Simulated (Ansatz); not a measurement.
One crystal and one scan (frozen-phonon scan) at two levels, PBE (plane waves to 420 eV, PAW, scalar-relativistic; Ansatz, a first-principles code) and r2SCAN (plane waves to 500 eV, PAW, scalar-relativistic; Ansatz), each from its own relaxed cell and on its own mesh.

The crystal is BAs (zinc blende); a phonon pattern at X = (0.5, 0.5, 0.0) is frozen into a 4-atom cell, Q being the largest atomic displacement.

BAs was relaxed with its symmetry unable to fall. The PAW data are Ansatz's earlier set.

```
quantity                                                                                  run 1  run 2
----------------------------------------------------------------------------------------  -----  -----
Lattice constant a (Å)                                                                    4.809  4.783
Band gap of the relaxed cell, no spin-orbit coupling (eV)                                  1.21   1.38
Harmonic wavenumber from the curvature (finite differences) (cm⁻¹ (negative: imaginary))    610    627
```

Question: Which run is which level?

Answer: Run 1 is PBE, run 2 is r2SCAN. PBE gives the higher value for: lattice constant a. PBE gives the lower value for: band gap of the relaxed cell, no spin-orbit coupling; harmonic wavenumber from the curvature. Both give the same shape of the curve: a single well with its minimum at or next to zero displacement. Neither level is exact: the differences show how much the result hangs on the functional.

(For displaced atoms, the force is minus the slope of the energy, and its curvature is a force constant, which sets phonon frequencies.)
